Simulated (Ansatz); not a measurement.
## TaN: frozen-core PAW against all-electron methods

```
Ta N
1.0
     2.93800    0.00000    0.00000
    -1.46900    2.54438    0.00000
     0.00000    0.00000    2.88300
Ta N
1 1
Direct
  0.33333 0.66667 0.50000
  0.00000 0.00000 0.00000
```

Atom numbers follow the list: Ta1, N2.

Conventional cell: a = 2.938 Å, b = 2.938 Å, c = 2.883 Å, α = 90.00°, β = 90.00°, γ = 120.00°. Ta (atom 1) is surrounded by 6 N at 2.23 Å. Around N (atom 2) lie 6 Ta at 2.23 Å.

The cell comes from COD entry 1538016, which wasn't checked; take it as a given geometry.

No spin–orbit coupling, which matters for the heavy atoms here.

Levels of theory: DFT, PBEsol, PAW with Ansatz's default frozen-core files, scalar-relativistic (Ansatz 0.2.0); DFT, PBEsol, all-electron PAW with datasets made for the crystal, scalar-relativistic (Ansatz 0.2.0); DFT, PBEsol, all-electron LAPW, scalar-relativistic (Ansatz 0.2.0).

For PAW: a Γ-centred 12×12×10 k mesh, Fermi–Dirac smearing of 0.02 eV, cutoff 420 eV, no spin polarisation; the PAW files were made with PBE, and the program remakes their frozen cores for this functional. The crystal-made all-electron datasets (AE datasets) take a cutoff of 480 eV at this cell. LAPW targets a basis error of 0.5 meV/atom. The Ansatz runs share mesh, smearing and spin set-up. Plane-wave (PAW) pressures include the program's estimate of the Pulay term.

Stress and pressure are positive in compression.

No spin–orbit coupling: at heavy atoms the gradients can be off by tens of per cent for that reason.

In a metal, gradients converge slowly with the k mesh: the values move by tens of per cent from one mesh to another, at times in sign, so only the comparison on one mesh counts.

Levels count from the Fermi level.

```
                             quantity     PAW  AE datasets    LAPW
                       pressure (GPa)   -4.87        -4.78   -4.78
                      stress xx (GPa)   -4.77        -4.68   -4.68
                      stress zz (GPa)   -5.07        -4.98   -4.98
       highest filled level at L (eV)  -0.449       -0.442  -0.442
         lowest empty level at L (eV)   4.048        4.052   4.052
       highest filled level at A (eV)  -0.201       -0.202  -0.202
         lowest empty level at A (eV)   2.325        2.328   2.328
field gradient Vzz at Ta1 (10²¹ V/m²)    5.19         5.83       –
```

PAW's pressure differs from the LAPW value by -0.09 GPa. Datasets made for the crystal and LAPW share parts of one code, so their agreement isn't an independent check.
